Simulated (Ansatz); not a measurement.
# Li₁₇Cl₅O₆ — ¹⁷O NMR of the central transition

Cell: a Materials Project structure (computed, not necessarily an observed phase), atoms as given.

Space group Pm (No. 6); a = 5.5792, b = 3.8364, c = 16.7433 Å, β = 93.16°.

```csv
site,Wyckoff,site symmetry,x,y,z
Li1,1b,m,0.2666,0.5000,0.9098
Li2,1b,m,0.2405,0.5000,0.5669
Li3,1b,m,0.3334,0.5000,0.2407
Li4,1b,m,0.7172,0.5000,0.7528
Li5,1b,m,0.6789,0.5000,0.4354
Li6,1b,m,0.7714,0.5000,0.0829
Li7,1b,m,0.2073,0.5000,0.7416
Li8,1b,m,0.2734,0.5000,0.0779
Li9,1b,m,0.7565,0.5000,0.9164
Li10,1b,m,0.7295,0.5000,0.5942
Li11,1b,m,0.8010,0.5000,0.2493
Li12,1a,m,0.9908,0.0000,0.8286
Li13,1a,m,0.9736,0.0000,0.5036
Li14,1a,m,0.0418,0.0000,0.1590
Li15,1a,m,0.5152,0.0000,0.9965
Li16,1a,m,0.4602,0.0000,0.6640
Li17,1a,m,0.5263,0.0000,0.3431
Cl18,1a,m,0.4915,0.0000,0.8363
Cl19,1a,m,0.4415,0.0000,0.4933
Cl20,1a,m,0.5384,0.0000,0.1612
Cl21,1a,m,0.0144,0.0000,0.0095
Cl22,1a,m,0.9601,0.0000,0.6776
O23,1b,m,0.9905,0.5000,0.8362
O24,1b,m,0.9370,0.5000,0.5103
O25,1b,m,0.0442,0.5000,0.1738
O26,1b,m,0.5152,0.5000,0.9983
O27,1b,m,0.4629,0.5000,0.6658
O28,1b,m,0.5705,0.5000,0.3249
```

One atom of each set is listed.

Computed with Ansatz: DFT, r2SCAN, plane waves and PAW, scalar-relativistic, 500 eV cutoff, Γ-centred 4×6×2 k-points, Fermi–Dirac smearing 0.02 eV.

¹⁷O has I = 5/2 and Q = -25.58 mb (Pyykkö 2018); at 7.05 T its Larmor frequency is ν₀ = 40.7 MHz. Only the quadrupole interaction is simulated: positions count from each site's isotropic chemical shift, and J coupling is left out, as are shift anisotropy and dipolar coupling, which fast spinning averages.

Problem. Simulate the second-order pattern (fast magic-angle spinning, Gaussian broadening 0.05 kHz) of site O28 (5 Li at 1.85–1.96 Å).

Solution. The calculation gives C_Q = 1.65 MHz and η = 0.16, so ν_Q = 0.248 MHz and the centre of gravity lies at -9.99 ppm (-0.407 kHz).

```tsv
offset (kHz)	height
-1.0508	0
-1.0073	4
-0.9639	7
-0.9204	7
-0.8770	8
-0.8336	8
-0.7901	8
-0.7467	9
-0.7033	16
-0.6598	46
-0.6164	79
-0.5729	81
-0.5295	62
-0.4861	55
-0.4426	53
-0.3992	53
-0.3558	54
-0.3123	58
-0.2689	66
-0.2254	87
-0.1820	100
-0.1386	72
-0.0951	27
-0.0517	1
```

The run took 1.9 min of wall time (1.9 min of CPU time) and 1.5 GiB at its peak, on 1 thread of Intel Xeon Platinum 8488C (Sapphire Rapids) (x86_64; 4 cores open to the job, memory cap 2.5 GiB, no GPU), a shared host with a load of 0.3 a core.
